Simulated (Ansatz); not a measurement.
La$_{2}$O$_{3}$:
```yaml
crystal:
  lattice:
    - [3.94040, 0.00000, 0.00000]
    - [-1.97020, 3.41249, 0.00000]
    - [0.00000, 0.00000, 6.18755]
  atoms:
    - { symbol: La, position: [0.66667, 0.33333, 0.75263] }
    - { symbol: La, position: [0.33333, 0.66667, 0.24737] }
    - { symbol: O, position: [0.66667, 0.33333, 0.35470] }
    - { symbol: O, position: [0.33333, 0.66667, 0.64530] }
    - { symbol: O, position: [0.00000, 0.00000, 0.00000] }
```

Relaxed with PBE. Special points in fractions of this cell's reciprocal vectors: Γ (0.000, 0.000, 0.000); M (0.500, 0.000, 0.000); K (0.333, 0.333, 0.000); A (0.000, 0.000, 0.500); L (0.500, 0.000, 0.500); H (0.333, 0.333, 0.500).

Q: List the band energies nearest the valence-band maximum at these points for the program Ansatz at the PBE with spin–orbit coupling level (PAW).

A: In eV from the valence-band maximum; about four levels below and three above (degenerate sets whole), none deeper than 8.9 eV; points with the same levels are listed once.

```tsv
k	below	above
Γ	-0.33 -0.33 -0.10 -0.10	4.22 4.22 4.56 4.56
M	-0.41 -0.41 -0.27 -0.27	3.82 3.82 4.62 4.62
K	-0.78 -0.78 -0.11 -0.11	3.84 3.84 4.66 4.66
A	-0.33 -0.33 -0.23 -0.23	4.59 4.59 4.67 4.67 4.67 4.67
L	-0.36 -0.36 0.00 0.00	4.32 4.32 4.54 4.54
H	-0.29 -0.29 -0.29 -0.29 -0.19 -0.19	4.20 4.20 4.76 4.76
```

Space group P-3m1 (La2O3 or Ni2Al3 type). The cell was relaxed with PBE under the symmetry of its start; phonons on a q-mesh show no instability.

Potentials: the later of the program's two PAW sets.
